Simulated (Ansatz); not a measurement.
## Bi2TeSe2 in Ansatz, relaxation

Input:

```yaml
crystal:
  lattice:
    - [4.206454, 0.0, 0.0]
    - [-2.103227, 3.642902, 0.0]
    - [-2.103227, 1.214301, 9.766786]
  atoms:
    - { symbol: Bi, position: [0.39806, 0.60194, 0.19418] }
    - { symbol: Bi, position: [0.60194, 0.39806, 0.80582] }
    - { symbol: Se, position: [0.2116, 0.7884, 0.6348] }
    - { symbol: Se, position: [0.7884, 0.2116, 0.3652] }
    - { symbol: Te, position: [0.0, 0.0, 0.0] }
  symmetry: { tolerance: 0.0003 }
kpoints:
  mp_grid: { grid: [6, 6, 6], shift: [0, 0, 0] }
magnetization:
  noncollinear: true
  spin_orbit: true
scf:
  occupations: { method: gaussian, width: 0.1039 }
  lower_state_search: "off"
hamiltonian:
  pseudopotentials: { kind: paw_fr }
  xc: pbesol
basis:
  ecutwfc: 420
  fft_grid_basis: typed
relax:
  max_steps: 60
  cell: { p_target: 0.0 }
  f_tol: 0.03
output:
  forces: true
  stress: true
  eigenvalues: true
  bader: true
  populations: true
  elf: true
  write_potential: true
  volumetric_format: npy
  dos:
    e_range: [-12, 8]
    de: 0.05
    projected: { site_lists: { Bi: [Bi], Se: [Se], Te: [Te] } }
    method: { smearing: { sigma: 0.1, scheme: gaussian } }
  write_density: true
checkpoint:
  read: saved_state
```

Run with:

```bash
ansatz run input.yaml --threads 2 --pin off --max-ram 2560MiB --backend cpu --events-out ev --progress --plain --runs-dir out
```

Origin of the cell: a database entry, scaled a little.

The saved state is a converged single point of the same cell.

Output (shortened):

```
SCF iter   1: F=—  HF=-42319.450780 eV  Δρ=1.25e-3  dr2=1.01e-3  dr2_m=0.00e0 (ungated)  |M|=0.00e0 ∫|m|=0.00e0 μB
SCF iter   2: F=—  HF=-42319.451148 eV  Δρ=8.54e-4  dr2=2.41e-4  dr2_m=0.00e0 (ungated)  |M|=0.00e0 ∫|m|=0.00e0 μB
SCF iter   3: F=—  HF=-42319.451524 eV  Δρ=3.81e-4  dr2=6.23e-5  dr2_m=0.00e0 (ungated)  |M|=0.00e0 ∫|m|=0.00e0 μB
SCF iter   4: F=—  HF=-42319.451477 eV  Δρ=7.22e-5  dr2=5.25e-6  dr2_m=0.00e0 (ungated)  |M|=0.00e0 ∫|m|=0.00e0 μB
SCF iter   5: F=—  HF=-42319.451481 eV  Δρ=2.11e-5  dr2=4.94e-7  dr2_m=0.00e0 (ungated)  |M|=0.00e0 ∫|m|=0.00e0 μB
SCF iter   6: F=-42319.451481 eV  HF=-42319.451481 eV  Δρ=4.67e-6  dr2=5.07e-8  dr2_m=0.00e0 (ungated)  |M|=0.00e0 ∫|m|=0.00e0 μB
relax step   1: F+E_penalty+E_count = -42319.451481 eV  Δ(F+E_penalty+E_count) = +0.000e0 eV  max|allowed force component| = 1.627e0 eV/Å  Δτ_max = 0.0000 Å  P = +1.129 GPa  Ω = 149.663 Å³  ( […]
relax step   2: F+E_penalty+E_count = -42319.719079 eV  Δ(F+E_penalty+E_count) = -2.676e-1 eV  max|allowed force component| = 3.744e-1 eV/Å  Δτ_max = 0.1948 Å  P = +0.305 GPa  Ω = 152.844 Å³ […]
relax step   3: F+E_penalty+E_count = -42319.761241 eV  Δ(F+E_penalty+E_count) = -4.216e-2 eV  max|allowed force component| = 2.207e-2 eV/Å  Δτ_max = 0.1331 Å  P = +0.011 GPa  Ω = 148.893 Å³ […]
relax step   4: F+E_penalty+E_count = -42319.766246 eV  Δ(F+E_penalty+E_count) = -5.005e-3 eV  max|allowed force component| = 3.990e-2 eV/Å  Δτ_max = 0.0368 Å  P = +0.038 GPa  Ω = 147.819 Å³ […]
relax step   5: F+E_penalty+E_count = -42319.767093 eV  Δ(F+E_penalty+E_count) = -8.469e-4 eV  max|allowed force component| = 1.909e-2 eV/Å  Δτ_max = 0.0040 Å  P = -0.006 GPa  Ω = 147.999 Å³ […]
relax step   6: F+E_penalty+E_count = -42319.766836 eV  Δ(F+E_penalty+E_count) = +2.566e-4 eV  max|allowed force component| = 1.914e-2 eV/Å  Δτ_max = 0.0000 Å  P = -0.006 GPa  Ω = 147.999 Å³  stress off target by 8.54e-3 GPa […]
SCF 6 converged in 7 iterations: F = -42319.766836 eV  dr2 = 1.28e-11
basis re-selected at this cell: Δ(F+E_penalty+E_count) = +2.566e-4 eV, ΔP = -0.001 GPa vs the last step (what re-selecting the basis moved, of the pressure what is left beyond the Pulay corre […]
SCF converged after 7 iterations
Magnetization: |M| = 0.0000 μB,  M = (+0.0000, +0.0000, +0.0000) μB
Absolute magnetization: 0.0000 μB (∫|m|)
  site 0: m = (+0.0000, +0.0000, +0.0000) μB, |m| = 0.0000 μB  (R = 1.19 Å)
  site 1: m = (+0.0000, +0.0000, +0.0000) μB, |m| = 0.0000 μB  (R = 1.19 Å)
  site 2: m = (+0.0000, +0.0000, +0.0000) μB, |m| = 0.0000 μB  (R = 1.19 Å)
  site 3: m = (+0.0000, +0.0000, +0.0000) μB, |m| = 0.0000 μB  (R = 1.19 Å)
  site 4: m = (+0.0000, +0.0000, +0.0000) μB, |m| = 0.0000 μB  (R = 1.33 Å)
Free energy (F): -42319.766836 eV
Harris-Foulkes:  -42319.766836 eV  (|F-HF|=7.28e-12)
Internal energy: -42319.766107 eV  (E = F + TS)
E sigma→0 (E₀):  -42319.766472 eV
Entropy (-TS):   -0.000729 eV (-0.146 meV/atom)
Fermi energy:    9.145674 eV
--- Per-component energies (eV) ---
  E_band       = -1209.612877
  E_kinetic    = 1023.313912
  E_local      = -9083.680156  (includes V_loc(G=0)·N_el)
  E_nonlocal   = -362.937254
  E_hartree    = 4163.152495
  E_xc         = -632.331579
  E_vxc        = -590.055727  (∫ρ·V_xc dr)
  E_paw        = -29426.237192  (= ΣΔE_a)
  E_vpaw       = -522.556493  (= ΣTr[D̂ρ^β])
  E_aug_tail   = -0.002150  (compensation charges beyond the density's cutoff)
  E_ewald      = -8003.651290
  E_core_change = 2.607106  (= ΣΔE_core)
  E_smearing   = -0.000729  (= −TS)
  Σ components = -42319.766836   (vs F -42319.766836, Δ=0.00e0)
--- Forces (eV/Å), atoms counted from 1 ---
  atom   1  Bi     0.000000     0.000000     0.019136
  atom   2  Bi    -0.000000    -0.000000    -0.019136
  atom   3  Se     0.000000     0.000000     0.008981
  atom   4  Se    -0.000000    -0.000000    -0.008981
  atom   5  Te    -0.000000     0.000000     0.000000
  max |Σ_I F_I| component: 2.43e-17 eV/Å
--- Stress (GPa, compression-positive) ---
       -0.008544      -0.000000      -0.000000
       -0.000000      -0.008544       0.000000
       -0.000000       0.000000      -0.002221
  P = ⅓ Tr σ = -0.0064 GPa (-0.064 kbar)
--- Relaxed structure (5 steps of the walk, 5 accepted, 1 SCFs on fresh bases) ---
  F+E_penalty+E_count = -42319.766836 eV   max|allowed force component| = 1.914e-2 eV/Å   (the final SCF, on the basis selected at the relaxed cell)
  cell:  # Å, volume = 147.9987 Å³
    - [4.230188, 0.0, 0.0]
    - [-2.115094, 3.663450, -6.251e-8]
    - [-2.115094, 1.221150, 9.550100]
  atoms:
    - { symbol: Bi, position: [0.406665, 0.593335, 0.219996] }
    - { symbol: Bi, position: [0.593335, 0.406665, 0.780004] }
    - { symbol: Se, position: [0.206110, 0.793890, 0.618330] }
    - { symbol: Se, position: [0.793890, 0.206110, 0.381670] }
    - { symbol: Te, position: [2.012e-19, -2.012e-19, 6.038e-19] }
--- Löwdin populations: 5 sites ---
  site symbol       q [e]
     0     Bi     14.5379
     1     Bi     14.5379
     2     Se     16.2547
     3     Se     16.2547
     4     Te     16.2394
  spilling = 0.002249 (of n_electrons = 78.000000)
--- Bader charges: 5 sites ---
  site symbol  charge [e]  shift [e]  m_x [muB]  m_y [muB]  m_z [muB]
     0     Bi      0.7756     0.0000     0.0000     0.0000     0.0000
     1     Bi      0.7757     0.0000     0.0000     0.0000     0.0000
     2     Se     -0.5049     0.0000     0.0000     0.0000     0.0000
     3     Se     -0.5049     0.0000     0.0000     0.0000     0.0000
     4     Te     -0.5414     0.0000     0.0000     0.0000     0.0000
  estimated error of the sums over rays = 2.2e-4 e
```

Before:

Space group R-3m (No. 166); the run's cell has a = 4.206 Å, b = 4.206 Å, c = 10.064 Å, α = 77.94°, β = 102.06°, γ = 120.00°. Shortest distances: Bi–Se 2.95 Å, Bi–Te 3.08 Å, Se–Se 3.58 Å.

The relaxed structure.

Space group R-3m (No. 166); the run's cell has a = 4.230 Å, b = 4.230 Å, c = 9.857 Å, α = 77.61°, β = 102.39°, γ = 120.00°. Shortest distances: Bi–Se 2.89 Å, Bi–Te 3.22 Å, Se–Se 3.33 Å.

```
Free energy lowered by  : 63.1 meV/atom
Volume change           : -1.11 %
Final pressure          : -0.01 GPa
Relaxation steps listed : 6
```

Caveats: the relaxation held the start's symmetry, so the end may be a saddle point.

It ran for 11 min on 2 threads of Arm Neoverse N1, with other jobs on the host, peak memory 1.3 GiB, from a saved density.
